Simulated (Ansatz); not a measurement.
According to DFT-PBEsol in the program Ansatz with PAW potentials, WC in the zinc blende structure (F-43m) relaxes to a = 4.660 Å. W has 4 nearest neighbours from 2.02 Å (tetrahedral); C has 4 nearest neighbours from 2.02 Å (tetrahedral). Against the elements it lies at 0.53 eV/atom, with no fitted shifts.

Electronic character: metallic (no gap). Gap from PBEsol with spin–orbit coupling: none (metallic).

The bulk modulus is 279 GPa. The relaxed-ion elastic constants in GPa are C11 = 342, C12 = 247, C44 = 17.7. The elastic constants imply a Debye temperature near 210 K. The highest mode at Γ lies at 618 cm⁻¹.

The start of the workflow was typed in or built on a structure type; neither database checked (COD, Materials Project) lists it. It is not the phase usual at ambient conditions (space group No. 187). The cell was relaxed with PBEsol under the symmetry of its start; its stability against distortions is not shown here. No spin polarisation was allowed. Its formation energy is positive at this level, so the cell may be metastable or incomplete. As this level gives no gap, shear constants depend on the k-mesh and smearing (Fermi–Dirac, 0.1 eV here). As this level gives no gap, phonon frequencies hold no LO–TO term and depend on the k-mesh and smearing (Fermi–Dirac, 0.1 eV here). The references are the lowest solids computed at this level, not always the standard phases. Scalar-relativistic: spin–orbit coupling is off unless named, which matters more the heavier the elements.

Potentials: the later of the program's two PAW sets.
